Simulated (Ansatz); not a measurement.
System: Cu (fcc type), 1 atom in the cell.

Theory: Ansatz, PBE with spin–orbit coupling, plane waves, PAW datasets (generated soft set 1).

Cutoff 600 eV; k-mesh 4×4×4 Γ-centred; Fermi–Dirac smearing of 0.15 eV.

```
Cu
1.0
     0.00000    1.81710    1.81710
     1.81710    0.00000    1.81710
     1.81710    1.81710    0.00000
Cu
1
Direct
  0.00000 0.00000 0.00000
```

(1) Would the cell expand or shrink if it were free to relax?

Results:

(1) The pressure is 0.94 GPa, so at these settings the cell is compressed and would expand.

The stress includes the program's correction for the finite plane-wave basis.

The k-mesh is coarse, so these values belong to this mesh and can lie far from the converged ones.
